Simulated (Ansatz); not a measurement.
Ga₂Cu, DFT, PBEsol, PAW with Ansatz's default frozen-core files, scalar-relativistic (Ansatz 0.2.0), run on 1 thread of Arm Neoverse V2 on a shared host.

The geometry is COD entry 1524302, unchecked; take it as a test cell.

Command: `ansatz run input.yaml --threads 1 --pin off --max-ram 4096MiB --backend cpu --events-out ev --progress --plain --runs-dir out`

```yaml
crystal:
  lattice:
    - [2.83, 0.0, 0.0]
    - [0.0, 2.83, 0.0]
    - [0.0, 0.0, 5.839]
  atoms:
    - { symbol: Ga, position: [0.5, 0.5, 0.295] }
    - { symbol: Ga, position: [0.5, 0.5, 0.705] }
    - { symbol: Cu, position: [0.0, 0.0, 0.0] }
kpoints:
  mp_grid: { grid: [14, 14, 7] }
  band_path:
    path:
      - [0.0, 0.0, 0.0]
      - [0.0, 0.5, 0.0]
      - [0.5, 0.5, 0.0]
      - [0.0, 0.0, 0.0]
      - [0.0, 0.0, 0.5]
      - [0.0, 0.5, 0.5]
      - [0.5, 0.5, 0.5]
      - [0.0, 0.0, 0.5]
      - [0.0, 0.5, 0.0]
    npoints: 14
scf:
  occupations: { method: fermi_dirac, width: 0.08 }
hamiltonian:
  xc: pbesol
  pseudopotentials: { kind: paw }
output:
  forces: true
  stress: true
  eigenvalues: true
  efg: { contact_densities: true }
  populations: true
  bader: true
  dos: { projected: true, de: 0.2, e_range: [-14, 8] }
  write_density: true
  write_potential: true
  elf: true
  volumetric_format: npy
```

Task: How large is the problem that the program sets up?

Result: 144 irreducible k-points, 927 plane waves at Γ, 27 bands.

Task: About how long does it take, and how much memory does it use?

Result: 26 s of wall time for 8 SCF iterations, with a peak of 0.47 GiB. Times on shared machines scatter by tens of per cent.

Task: And the same cell and mesh by LAPW (all electrons), asked for forces, stress, eigenvalues, populations, dos and the same band path, on the same hardware?

Result: 91 s, peak memory 0.84 GiB.

Task: And the same cell and mesh by crystal-made all-electron datasets, asked for forces, stress, eigenvalues, efg and the same band path, on the same hardware?

Result: 38 s, peak memory 0.86 GiB.
